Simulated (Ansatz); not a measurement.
P:
```
CELL_PARAMETERS angstrom
      1.71388     0.98951     2.91411
     -1.71388     0.98951     2.91411
      0.00000    -1.97902     2.91411
ATOMIC_POSITIONS crystal
  P  0.23380 0.23380 0.23380
  P  0.76620 0.76620 0.76620
```

Relaxed with LDA. Special points in fractions of this cell's reciprocal vectors: Γ (0.000, 0.000, 0.000); T (0.500, 0.500, 0.500); H2 (0.756, 0.244, 0.500); H0 (0.500, -0.244, 0.244); L (0.500, 0.000, 0.000); S0 (0.372, -0.372, 0.000); S2 (0.628, 0.000, 0.372); F (0.500, 0.000, 0.500).

Task: List the band energies nearest the Fermi level at these points for the program Ansatz at the LDA level (PAW).

Result: In eV from the Fermi level; about four levels below and three above (degenerate sets whole), none deeper than 8.9 eV; points with the same levels are listed once.

| k | below | above |
|---|---|---|
| Γ | -2.74 -2.73 -2.73 -2.39 | 2.25 3.30 3.30 |
| T | -2.56 -2.56 -0.68 -0.68 | 0.36 2.09 9.85 |
| H2 | -7.78 -7.57 -0.87 | 0.99 5.10 5.12 |
| L | -3.21 -2.72 -0.91 -0.18 | 0.38 0.86 10.26 |
| S0 | -8.29 -4.86 -4.05 | 3.41 3.88 5.23 |
| F | -7.24 -5.63 -5.58 | 0.14 7.09 7.77 |

Space group R-3m (A7 (α-As type)). This is a known high-pressure phase of the composition, computed here at zero pressure and temperature. Symmetry was held in the LDA relaxation; its stability against distortions is not shown here.

Potentials: the later of the program's two PAW sets.
